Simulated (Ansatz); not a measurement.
Nb3Sn (A15 (Cr3Si type), Pm-3n) under volume change, the program Ansatz at the PBEsol level (PAW), scaled uniformly.

| V (Å³/atom) | E − E(relaxed) (meV/atom) | P (GPa) |
|---|---|---|
| 16.539 | (withheld) | (withheld) |
| 17.084 | 40.0 | 12.40 |
| 17.629 | (withheld) | (withheld) |
| 18.174 | 0.0 | 0.00 |
| 18.720 | 8.5 | -4.90 |
| 19.265 | 32.5 | -9.09 |
| 19.810 | 69.7 | -12.67 |

Q: Some entries are withheld; supply them.

A: 
- 17.629, E − E(relaxed) (meV/atom): 9.5
- 17.629, P (GPa): 5.72
- 16.539, E − E(relaxed) (meV/atom): 95.1
- 16.539, P (GPa): 20.20

Q: What does a third-order Birch–Murnaghan fit give for V₀, B₀ and B′?

A: V₀ = 18.17 Å³/atom, B₀ = 176 GPa, B′ = 4.2.

Symmetry was held in the PBEsol relaxation. No spin polarisation was allowed. Scalar-relativistic: spin–orbit coupling is off unless named, which matters more the heavier the elements.

Potentials: the earlier of the program's two PAW sets. The files were generated under PBE; for other functionals the program regenerates the frozen cores, and for LDA and PBEsol the local potential too.
